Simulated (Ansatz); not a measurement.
ZnInGaO4 (InGaZnO4 type, space group R3m)

```yaml
crystal:
  lattice:
    - [1.67799, 0.96879, 8.70467]
    - [-1.67799, 0.96879, 8.70467]
    - [0.00000, -1.93758, 8.70467]
  atoms:
    - { symbol: In, position: [0.99692, 0.99692, 0.99692] }
    - { symbol: Ga, position: [0.21295, 0.21295, 0.21295] }
    - { symbol: Zn, position: [0.78119, 0.78119, 0.78119] }
    - { symbol: O, position: [0.13648, 0.13648, 0.13648] }
    - { symbol: O, position: [0.87897, 0.87897, 0.87897] }
    - { symbol: O, position: [0.28877, 0.28877, 0.28877] }
    - { symbol: O, position: [0.70472, 0.70472, 0.70472] }
```

The volume is varied about the relaxed value V₀ at fixed cell shape. The atoms relax within the cell's symmetry.

Method: PBE (plane waves to 420 eV, PAW, scalar-relativistic; Ansatz, a program for electronic structure). k mesh 11×11×11 (Γ-centred), Fermi-Dirac smearing 0.05 eV. The energy includes the smearing's −TS. Stress and pressure are positive under compression. With the shape held, the modulus is that of even scaling; a crystal free to change shape is softer. The PAW data are Ansatz's earlier set. ZnInGaO4 was relaxed with its symmetry unable to fall. The zero of ΔE is the relaxed starting cell.

```json
[
 {"V (Å³/atom)": "10.188", "ΔE (meV/atom)": "206.3"},
 {"V (Å³/atom)": "10.576", "ΔE (meV/atom)": "123.4"},
 {"V (Å³/atom)": "10.965", "ΔE (meV/atom)": "65.0"},
 {"V (Å³/atom)": "11.353", "ΔE (meV/atom)": "27.1"},
 {"V (Å³/atom)": "11.741", "ΔE (meV/atom)": "6.4"},
 {"V (Å³/atom)": "12.129", "ΔE (meV/atom)": "0.0"},
 {"V (Å³/atom)": "12.517", "ΔE (meV/atom)": "5.6"},
 {"V (Å³/atom)": "12.905", "ΔE (meV/atom)": "withheld"},
 {"V (Å³/atom)": "13.293", "ΔE (meV/atom)": "45.4"},
 {"V (Å³/atom)": "13.681", "ΔE (meV/atom)": "76.5"},
 {"V (Å³/atom)": "14.070", "ΔE (meV/atom)": "113.3"}
]
```

Problem. Fit a third-order Birch-Murnaghan form (E₀, V₀, B₀, B₀′ free) to the given rows and predict ΔE at V = 12.905.

Solution. Least squares on the 10 given rows: ΔE = E₀ + (9V₀B₀/16)·y²·[2 + (B₀′ − 4)y], y = (V₀/V)^(2/3) − 1, with V₀ = 12.130 Å³/atom, B₀ = 154.0 GPa (160.2 GPa = 1 eV/Å³; the term in eV is multiplied by 1000), B₀′ = 4.54, E₀ = 0.07 meV/atom; root-mean-square residual 0.09 meV/atom. At 12.905 the fit gives 21.3 meV/atom; the calculation gives 21.3 meV/atom, the same to the digits shown. For the pressure the fit gives -8.3 GPa against the computed -8.3 GPa.

(A scan under strain: stresses follow from slopes of the energy per volume, elastic moduli from its curvatures.)
